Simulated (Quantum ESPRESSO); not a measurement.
```
RbCl
1.0
    3.85888     0.00000     0.00000
    0.00000     3.85888     0.00000
    0.00000     0.00000     3.85888
Cl Rb
1 1
Direct
  0.50000   0.50000   0.50000
  0.00000   0.00000   0.00000
```

The PBEsol cell relaxed from Materials Project entry mp-23299 was given an isotropic strain of -0.7 % on all lattice vectors, and the atoms were relaxed again.

What does PBEsol (pw.x of Quantum ESPRESSO, ONCV potentials, no spin-orbit coupling) give for the electronic structure near the Fermi level?

The PBEsol gap is indirect, 5.04 eV, from M to Γ; the smallest direct gap is 5.13 eV. 

This is not the ordinary phase of the substance.
